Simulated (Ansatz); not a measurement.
Ga₂Pt (fluorite type, space group Fm-3m)

```
CELL_PARAMETERS angstrom
      0.00000     2.96744     2.96744
      2.96744     0.00000     2.96744
      2.96744     2.96744     0.00000
ATOMIC_POSITIONS crystal
  Ga 0.75000 0.75000 0.75000
  Ga 0.25000 0.25000 0.25000
  Pt 0.00000 0.00000 0.00000
```

The slice is a {100} plane (indices of the conventional cell) through the point (0.250, 0.250, 0.250) (fractional), spanned by u = [100] and v = [0 1 -1] in vectors of this cell: u (4.20 Å) and v (4.20 Å, at 90° to u). It covers one period; positions are fractions (u, v).

Computed with r2SCAN (plane waves to 500 eV, PAW, scalar-relativistic; Ansatz, a first-principles code). k mesh 14×14×14. Inside the PAW spheres the values are not all-electron values, and peaks at nuclei hang on which shells count as valence. Ga2Pt is run without spin polarisation. Ga2Pt was relaxed with its symmetry unable to fall. Spin-orbit coupling is left out, though Pt is heavy. This is a high-temperature form of Ga2Pt.

Question: Predict the map of the electrostatic potential energy of an electron, from the cell's mean on the slice.

Answer: 
```
|xxxxxxxx.+#%@@@@@@@@@%#+.xxxxxxx|
|xxxxxxxx:+#%@@@@@@@@@%#+:xxxxxxx|
|xxxxxxxx-*%@@@@@@@@@@@%*-xxxxxxx|
|xxxxxxx.=#%@@@@@@@@@@@%#=.xxxxxx|
|xxxxxx -*#%@@@%%%%%@@@%#*- xxxxx|
|xxxxx -+#%%%%%#####%%%%%#+- xxxx|
|xxxx.-+*#%%##*+++++*##%%#*+-.xxx|
| .:-=*##%##*=-:. .:-=*##%##*=-:.|
|+++*##%%#*+-.xxxxxxx.-+*#%%##*++|
|###%%%%%#+- xxxxxxxxx -+#%%%%%##|
|%%%@@@%#*- xxxxxxxxxxx -*#%@@@%%|
|@@@@@@%#=.xxxxxxxxxxxxx.=#%@@@@@|
|@@@@@@%*-xxxxxxxxxxxxxxx-*%@@@@@|
|@@@@@%#+:xxxxxxxxxxxxxxx:+#%@@@@|
|@@@@@%#+.xxxxxxxxxxxxxxx.+#%@@@@|
|@@@@@%#+ xxxxxxxxxxxxxxx +#%@@@@|
|@@@@@%#+.xxxxxxxxxxxxxxx.+#%@@@@|
|@@@@@%#+:xxxxxxxxxxxxxxx:+#%@@@@|
|@@@@@@%*-xxxxxxxxxxxxxxx-*%@@@@@|
|@@@@@@%#=.xxxxxxxxxxxxx.=#%@@@@@|
|%%%@@@%#*- xxxxxxxxxxx -*#%@@@%%|
|###%%%%%#+- xxxxxxxxx -+#%%%%%##|
|+++*##%%#*+-.xxxxxxx.-+*#%%##*++|
| .:-=*##%##*=-:. .:-=*##%##*=-:.|
|xxxx.-+*#%%##*+++++*##%%#*+-.xxx|
|xxxxx -+#%%%%%#####%%%%%#+- xxxx|
|xxxxxx -*#%@@@%%%%%@@@%#*- xxxxx|
|xxxxxxx.=#%@@@@@@@@@@@%#=.xxxxxx|
|xxxxxxxx-*%@@@@@@@@@@@%*-xxxxxxx|
|xxxxxxxx:+#%@@@@@@@@@%#+:xxxxxxx|
|xxxxxxxx.+#%@@@@@@@@@%#+.xxxxxxx|
|xxxxxxxx +#%@@@@@@@@@%#+ xxxxxxx|
```
Scale: ten equal steps from 0.00 (start of ' ') to 8.19 (end of '@'), in the order ' .:-=+*#%@'. Values: electrostatic potential energy of an electron, from the cell's mean, in eV. The map has 32 points along u (one character each, u = 0 at the left) and 32 along v (v = 0 in the bottom row). Points within 1 Å of a nucleus are blanked (x), as the pseudised field means little there. Values under 0 eV are set to 0. The zero, the cell's mean, hangs on the PAW cores.
